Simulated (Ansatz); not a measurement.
MoSe$_{2}$ (fluorite or antifluorite type, Fm-3m) at seven volumes, PBE (plane waves, PAW; program Ansatz), scaled uniformly. One row is withheld.

| V (Å³/atom) | P (GPa) |
|---|---|
| 18.073 | ? |
| 18.669 | 8.06 |
| 19.265 | 3.72 |
| 19.861 | 0.00 |
| 20.456 | -3.18 |
| 21.052 | -5.86 |
| 21.648 | -8.11 |

Q: Fit the shown pressures and predict the withheld one.

A: P = (3/2)B₀(x^(7/2) − x^(5/2))[1 + (3/4)(B′ − 4)(x − 1)] with x = (V₀/V)^(2/3). Least squares on the six rows gives V₀ = 19.859 Å³/atom, B₀ = 114 GPa, B′ = 4.42. At V = 18.073, x = 1.0648 and P = 13.24 GPa. The run itself gave 13.06 GPa.

The cell is a constructed one: a structure type filled with these elements; neither database checked (COD, Materials Project) lists it. It is not the phase usual at ambient conditions (space group No. 194). The PBE relaxation kept the symmetry of its start; whether a distortion lowers the energy is not shown. The run is not spin-polarised.

Potentials: the later of the program's two PAW sets.
